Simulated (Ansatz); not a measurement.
Formation energy of TiB

```
Ti B
1.0
     0.00000    2.45342    2.45342
     2.45342    0.00000    2.45342
     2.45342    2.45342    0.00000
Ti B
1 1
Direct
  0.25000 0.25000 0.25000
  0.00000 0.00000 0.00000
```

The cell comes from a relaxation on PAW files under the same functional, begun from a database entry that needn't be the ground state.

Level of theory: DFT with PBEsol, scalar-relativistic, in Ansatz 0.2.0; a Γ-centred 17×17×17 k mesh, Fermi–Dirac smearing of 0.05 eV, no spin polarisation. LAPW: all electrons, basis error target 0.5 meV/atom; PAW: frozen-core files, cutoff 420 eV.

The elements are taken as B alpha-B12, Ti hcp, each relaxed on PAW files under the same functional and computed by the same method as the compound; zero-point and thermal terms are left out.

The PAW files were made under PBE. The relaxed volume lies +59 % from the database entry's, so this cell isn't the real material's; missing dispersion or a faulty entry can cause that.

(1) Give the formation energy by each method, with the residual pressure at this cell and the LAPW gap.

(2) Give the LAPW value for one formula unit in kJ/mol.

Results:

(1) 

```csv
method,ΔE(formation) (eV/atom),P at this cell (GPa),gap (eV)
LAPW,0.773,0.00,0.00
PAW,0.772,0.02,–
```

(2) 0.773 eV/atom × 2 atoms × 96.485 kJ/(mol·eV) = 149.2 kJ/mol, at zero temperature and without zero-point motion.
